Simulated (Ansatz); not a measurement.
# Si3N4, one structure, two calculations

Cell: an entry of the Crystallography Open Database (COD; perhaps a calculated or model structure) whose atoms were relaxed with PBE, the cell held.

```xyz
14
Lattice="7.6044 0.0000 0.0000 -3.8022 6.5856 0.0000 0.0000 0.0000 2.9063" Properties=species:S:1:pos:R:3 pbc="T T T"
Si    5.1780    1.1464    0.7266
Si    1.5962    5.0575    2.1797
Si    4.0226    3.9111    0.7266
Si   -1.3758    5.4392    2.1797
Si    2.2060    1.5281    0.7266
Si   -0.2204    2.6745    2.1797
N    -1.0263    2.1726    0.7266
N     5.2097    0.1975    2.1797
N     2.4339    4.6105    0.7266
N     4.8285    4.4130    2.1797
N    -1.4075    6.3881    0.7266
N     1.3683    1.9751    2.1797
N     3.8022    2.1952    0.7266
N     0.0000    4.3904    2.1797
```

Atoms are numbered from 1 in the order listed; like atoms form one site, named after its first atom.

First run. All values are calculated (Ansatz; DFT, PBE, plane waves and PAW, scalar-relativistic, 420 eV cutoff, Γ-centred 4×4×10 k-points, Fermi–Dirac smearing 0.02 eV), not measured.

```json
{"site": "Si", "atom": "1", "V_zz (10²¹ V/m²)": "0.98", "η": "0.41"}
{"site": "N7", "atom": "7", "V_zz (10²¹ V/m²)": "-4.94", "η": "0.07"}
{"site": "N13", "atom": "13", "V_zz (10²¹ V/m²)": "-4.90", "η": "0.00"}
```

Second run. The same atoms and settings, except that the functional is r2SCAN and the cutoff is 500 eV.

(1) Given the first result, estimate the second.

## Answers

(1) 

```tsv
site	atom	V_zz	η	change of V_zz
Si	1	0.98	0.38	0.00
N7	7	-4.92	0.08	+0.02
N13	13	-4.97	0.00	-0.07
```

The largest change of V_zz is on N13, from -4.90 to -4.97. In per cent, |V_zz| changes by 0 on Si, 0 to +1 on N (all sites that start above 0.5).

For the first run: At this cell the PBE pressure is 6 GPa, so with PBE the cell would grow if it were relaxed.
